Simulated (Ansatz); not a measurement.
The calculation used Ansatz 0.2.0, DFT PBE, scalar-relativistic, plane waves, PAW. Plane waves to 420 eV, a 12×12×12 mesh through Γ for the 6-atom cell and 0.02 eV Gaussian smearing; no spin polarisation.

Formation energies are uncorrected and count from the elements' standard states at the same level.

**Question.** Give a relaxed trial structure of a tetragonal semiconductor that holds Al and 2 more elements, with a gap near 1.8 eV, a formation energy near −1.20 eV/atom and a density near 3.95 g/cm³, in a cell of 6 atoms. Its symmetry should be I-4m2 (No. 119).

**Answer.** YAl2N3, space group I-4m2 (No. 119). Y has 4 N at 2.22 Å; around Al lie 4 N at 1.94–1.96 Å; around N on a site of symmetry -4m2 lie 4 Al at 1.94 Å; around N on a site of symmetry 2mm lie 2 Al at 1.96 Å and 2 Y at 2.22 Å.

```cif
data_structure
_symmetry_space_group_name_H-M 'I-4m2'
_symmetry_Int_Tables_number 119
_cell_length_a 3.3254
_cell_length_b 3.3254
_cell_length_c 14.0402
_cell_angle_alpha 90.000
_cell_angle_beta 90.000
_cell_angle_gamma 90.000
_cell_volume 155.26
loop_
_atom_site_label
_atom_site_type_symbol
_atom_site_symmetry_multiplicity
_atom_site_Wyckoff_symbol
_atom_site_fract_x
_atom_site_fract_y
_atom_site_fract_z
_atom_site_occupancy
Y1 Y 2 a 0.00000 0.00000 0.00000 1
Al1 Al 4 e 0.50000 0.50000 0.17815 1
N1 N 2 d 0.50000 0.00000 0.25000 1
N2 N 4 f 0.00000 0.50000 0.39509 1
```

The volume per atom is 12.94 Å³. The density is 3.95 g/cm³, the formation energy is −1.198 eV/atom and the gap on the 12×12×12 mesh of the 6-atom cell is 1.79 eV.

It was reached by relaxing an invented guess, and it needn't be the stable form of this composition. The answer needn't be unique; the calculation gave this one.

Kohn–Sham gaps at this level usually fall short of measured ones. Symmetry constrained the relaxation, so the result can be a saddle point.
